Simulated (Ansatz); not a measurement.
**TlCrO₃: input and output**

input.yaml (Ansatz 0.2.0)

```yaml
crystal:
  lattice:
    - [3.70600047, 0.0, 0.0]
    - [0.0, 3.70600047, 0.0]
    - [0.0, 0.0, 3.70600047]
  atoms:
    - { symbol: Cr, position: [0.0, 0.0, 0.0], spin: 1.0 }
    - { symbol: O, position: [0.5, 0.0, 0.0] }
    - { symbol: O, position: [0.0, 0.5, 0.0] }
    - { symbol: O, position: [0.0, 0.0, 0.5] }
    - { symbol: Tl, position: [0.5, 0.5, 0.5] }
kpoints:
  mp_grid: { grid: [6, 6, 6], shift: [0, 0, 0] }
  band_path:
    path:
      - [0.0, 0.0, 0.0]
      - [0.0, 0.5, 0.0]
      - [0.5, 0.5, 0.0]
      - [0.0, 0.0, 0.0]
      - [0.5, 0.5, 0.5]
      - [0.0, 0.5, 0.0]
      - [0.5, 0.5, 0.5]
      - [0.5, 0.5, 0.0]
    npoints: 8
magnetization:
  spin_polarized: true
scf:
  occupations: { method: fermi_dirac }
  lower_state_search: "off"
  max_iter: 200
hamiltonian:
  pseudopotentials: { kind: paw }
  xc: r2scan
  hubbard:
    projectors: all-electron-ortho-atomic
    sites: [{ species: Cr, l: d, u_eff: 6.47 }]
basis:
  ecutwfc: 500
  fft_grid_basis: typed
output:
  forces: true
  stress: true
  eigenvalues: true
  bader: true
  populations: true
  elf: true
  write_potential: true
  volumetric_format: npy
  dos:
    e_range: [-12, 8]
    de: 0.05
    projected: { site_lists: { Cr: [Cr], O: [O], Tl: [Tl] } }
checkpoint:
  read: saved_state
```

The run starts from an earlier solution of this cell. Magnetic state (reached from a saved solution, and it need not be the lowest): Cr1 up.

Excerpt of what it printed:

```
Cr: projections on atomic orbitals take those of the free atom [Ne] 3s2 3p6 3d5 4s1, of charge +0.00 (hamiltonian.pseudopotentials.projection_atoms); the dataset's partial waves leave at most 7.0e-7 of an orbital's norm unspanned inside its sphere
O: projections on atomic orbitals take those of the free atom [He] 2s2 2p4, of charge +0.00 (hamiltonian.pseudopotentials.projection_atoms); the dataset's partial waves leave at most 1.9e-8 of an orbital's norm unspanned inside its sphere
Tl: projections on atomic orbitals take those of the free atom [Xe 4f14] 5d10 6s2 6p1, of charge +0.00 (hamiltonian.pseudopotentials.projection_atoms); the dataset's partial waves leave at most 3.0e-5 of an orbital's norm unspanned inside its sphere
Pseudopotentials: kind: paw
Pseudopotential: Cr, paw, valence charge 14, recommended cutoff 500 eV (meta_gga), Cr.paw.azcp
Pseudopotential: O, paw, valence charge 6, recommended cutoff 500 eV (meta_gga), O.paw.azcp
Pseudopotential: Tl, paw, valence charge 13, recommended cutoff 500 eV (meta_gga), Tl.paw.azcp
Functional definition: r2SCAN
  exchange = r2scan_x(k0 = k0, k1 = k1, a1 = a1)
  correlation = r2scan_c
Crystal: 5 atoms, lattice volume = 50.900 Å³
Basis set: ecut = 500 eV, 1309 PW (Γ), exchange–correlation on 120×120×120 points (64 copies of the dense FFT grid, shifted against one another)
Bands: 28, of which v1, the nominal top of the filled ones, is band 23 counted from 1 (22 counted from 0)
Symmetry: 48 space group operations
Space group: Pm-3m (ITA 221), of the structure as read, at distance tolerance 3.7e-5 Å
Magnetic group: BNS 221.92 (UNI 1594), of the structure as read, at distance tolerance 3.7e-5 Å
k-points: 20 of 216
Initial density: read from a saved state, or passed on in memory by an earlier SCF of this step, an earlier step, the calling program or the single point that the run made first
Starting moments: Σ|m| = 1 μB on 1 of 5 sites; this step starts from the density that it was given
Functional: x = r2scan, c = r2scan; τ floored in thin density (d = 2e-4 eV/Å³)
SCF iter   1: F=-16541.4321 eV  Δρ=5.54e-3  dr2=1.84e-3  dr2_τ=5.23e-3  dr2_m=5.14e-3  M=2.700 μB ∫|m|=3.120 μB
SCF iter   2: F=-16541.4358 eV  Δρ=4.02e-3  dr2=9.25e-4  dr2_τ=1.45e-3  dr2_m=2.70e-3  M=2.700 μB ∫|m|=3.117 μB  κ⁻¹=1.0e0(r=1)
SCF iter   3: F=-16541.4366 eV  Δρ=1.86e-3  dr2=5.10e-5  dr2_τ=3.85e-4  dr2_m=1.33e-3  M=2.700 μB ∫|m|=3.115 μB  κ⁻¹=4.2e-2(r=2)
SCF iter   4: F=-16541.4371 eV  Δρ=2.28e-4  dr2=1.98e-5  dr2_τ=1.62e-6  dr2_m=1.20e-5  M=2.695 μB ∫|m|=3.112 μB  κ⁻¹=1.2e-2(r=3)
SCF iter   5: F=-16541.4371 eV  Δρ=1.28e-4  dr2=1.46e-5  dr2_τ=7.16e-7  dr2_m=1.03e-6  M=2.694 μB ∫|m|=3.112 μB
SCF iter   6: F=-16541.4371 eV  Δρ=8.53e-5  dr2=1.17e-5  dr2_τ=3.67e-7  dr2_m=1.17e-7  M=2.694 μB ∫|m|=3.112 μB  κ⁻¹=1.0e0(r=1)
SCF iter   7: F=-16541.4371 eV  Δρ=3.52e-5  dr2=4.65e-6  dr2_τ=2.70e-8  dr2_m=6.14e-8  M=2.693 μB ∫|m|=3.114 μB  κ⁻¹=8.0e-2(r=2)
SCF iter   8: F=-16541.4371 eV  Δρ=1.91e-5  dr2=1.06e-6  dr2_τ=1.91e-8  dr2_m=6.11e-9  M=2.694 μB ∫|m|=3.115 μB  κ⁻¹=3.2e-2(r=3)
SCF iter   9: F=-16541.4371 eV  Δρ=1.21e-5  dr2=2.64e-7  dr2_τ=7.21e-9  dr2_m=2.74e-9  M=2.694 μB ∫|m|=3.115 μB  κ⁻¹=1.8e-2(r=4)
SCF iter  10: F=-16541.4371 eV  Δρ=6.62e-6  dr2=5.03e-8  dr2_τ=1.12e-9  dr2_m=6.81e-10  M=2.694 μB ∫|m|=3.115 μB
Magnetization: 2.6938 μB (23.8469 up, 21.1531 down)
Absolute magnetization: 3.1016 μB (∫|ρ↑−ρ↓|, with the PAW one-centre terms)
Spin contamination: 0.1934 ħ² per cell (⟨S²⟩ above its minimum at these occupations)
Per-site moments (μB) at R_I (Å): [(2.2371, 0.7644), (-0.0624, 0.7644), (-0.0624, 0.7644), (-0.0624, 0.7644), (0.0555, 1.0810)]
Free energy (F): -16541.4371 eV
Harris-Foulkes:  -16541.4371 eV  (|F-HF|=5.86e-9)
Internal energy: -16541.3810 eV  (E = F + TS)
E sigma→0 (E₀):  -16541.4091 eV
Entropy (-TS):   -0.0561 eV (-11.222 meV/atom)
Fermi energy:    12.6204 eV
--- Per-component energies (eV) ---
  E_band       = -127.8714
  E_kinetic    = 1219.4538
  E_local      = -3007.1225  (includes V_loc(G=0)·N_el)
  E_nonlocal   = 544.1555
  E_hartree    = 1199.3144
  E_xc         = -574.4092
  E_vxc        = -669.6054  (∫ρ·V_xc dr)
  E_hubbard    = 3.7898  (on-site DFT+U / exact-exchange correction)
  E_vhub       = -6.0585  (the Hubbard potential's part of the band-sum identity)
  E_paw        = -11884.8834  (= ΣΔE_a)
  E_vpaw       = -650.7529  (= ΣTr[D̂ρ^β])
  E_aug_tail   = 0.0031  (compensation charges beyond the density's cutoff)
  E_vtau       = 43.4348  (kinetic-family band-sum trace: ∫τ·v_τ [+ j·A + Jᵃ·Aᵃ] dr)
  E_ewald      = -4042.3542
  E_core_change = 0.6716  (= ΣΔE_core)
  E_smearing   = -0.0561  (= −TS)
--- Stress (GPa, compression-positive) ---
       29.1898       0.0000       0.0000
        0.0000      29.1898       0.0000
        0.0000       0.0000      29.1898
  P = ⅓ Tr σ = 29.1898 GPa (291.898 kbar)
--- Löwdin populations: 5 sites ---
  site symbol       q [e]    m [muB]
     0     Cr     12.5175     2.7112
     1      O      6.7201    -0.0750
     2      O      6.7201    -0.0750
     3      O      6.7201    -0.0750
     4     Tl     12.1439     0.1736
  spilling = 0.0040 (of n_electrons = 45.0000)
--- Bader charges: 5 sites ---
  site symbol  charge [e]  shift [e]    m [muB]
     0     Cr      2.0530     0.0050     2.6393
     1      O     -1.1692     0.0017    -0.0135
     2      O     -1.1692     0.0017    -0.0135
     3      O     -1.1692     0.0017    -0.0135
     4     Tl      1.4546     0.0000     0.0949
```

Origin: a known structure type with other elements, at an estimated volume, so it need not be a known compound. Caveats: atoms or cell far from equilibrium.
